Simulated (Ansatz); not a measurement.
MoRu:
```
MoRu
1.0
    2.74541     0.00000     0.00000
    0.00000     2.74541     0.00000
    0.00000     0.00000     3.80621
Ru Mo
1 1
Cartesian
  0.00000   0.00000   0.00000
  1.37270   1.37270   1.90311
```

Relaxed with PBEsol. Special points in fractions of this cell's reciprocal vectors: Γ (0.000, 0.000, 0.000); X (0.000, 0.500, 0.000); M (0.500, 0.500, 0.000); Z (0.000, 0.000, 0.500); R (0.000, 0.500, 0.500); A (0.500, 0.500, 0.500).

Q: List the band energies nearest the Fermi level at these points for the program Ansatz at the PBEsol level (PAW).

A: In eV from the Fermi level; about four levels below and three above (degenerate sets whole), none deeper than 8.9 eV; … stands for higher levels left out; points with the same levels are listed once.

```json
[
 {"k": "Γ", "below": "-5.28 -1.87 -1.87 -1.46", "above": "0.42 1.13 3.55"},
 {"k": "X", "below": "-2.37 -2.17 -1.05 -0.20", "above": "0.39 1.78 …"},
 {"k": "M", "below": "-5.93 -5.78 -5.25 -5.25", "above": "2.22 2.35 3.63"},
 {"k": "Z", "below": "-3.33 -1.05 -0.55 -0.55", "above": "0.17 0.77 …"},
 {"k": "R", "below": "-2.16 -2.14 -2.01 -1.27", "above": "1.26 1.58 2.22"},
 {"k": "A", "below": "-2.93 -2.93 -2.40 -2.40 -0.40", "above": "1.50 2.22 4.99"}
]
```

Space group P4/mmm (L1₀ or tetragonal B2). The start of the workflow was typed in or built on a structure type; neither database checked (COD, Materials Project) lists it. Its standing as an ambient phase is unchecked. Symmetry was held in the PBEsol relaxation; whether a distortion lowers the energy is not shown. The run is not spin-polarised. Spin–orbit coupling is left out wherever it is not named.

Potentials: the later of the program's two PAW sets.
